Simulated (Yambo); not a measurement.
Sr2OsH6 (space group Fm-3m, No. 225); a = b = c = 5.3914 Å, α = β = γ = 60.00°. With the G0W0 scissor the direct gap on the mesh is 3.66 eV.

**Question.** Can the lowest exciton of this BSE run be trusted, and with what binding energy? (Yambo, PBEsol bands; 6×6×6 mesh, 6 valence and 6 conduction bands, static screening with 61 bands and a 3 Ry block, scissor 1.28 eV, Tamm-Dancoff.)

**Answer.** The two meshes tried agree. These are vertical excitations (zero momentum). The lowest state lies at 2.93 eV (dark for light along x, 3 states within 2 meV), the direct quasiparticle gap on this mesh at 3.66 eV. Its binding energy, counted from that gap, is 0.73 eV; it spreads over about 89 k points of the mesh. On a 4×4×4 mesh the same difference is 0.75 eV. The first optically allowed state is at 3.54 eV. The scissor comes from a G0W0 run whose convergence isn't established. Spin-orbit coupling is left out, which matters for elements this heavy: edges can move by tenths of an eV.

Geometry of the Materials Project entry, not relaxed at this level.

The structure is a Materials Project entry; no match was found in the copy of COD used, and its stability was not checked.
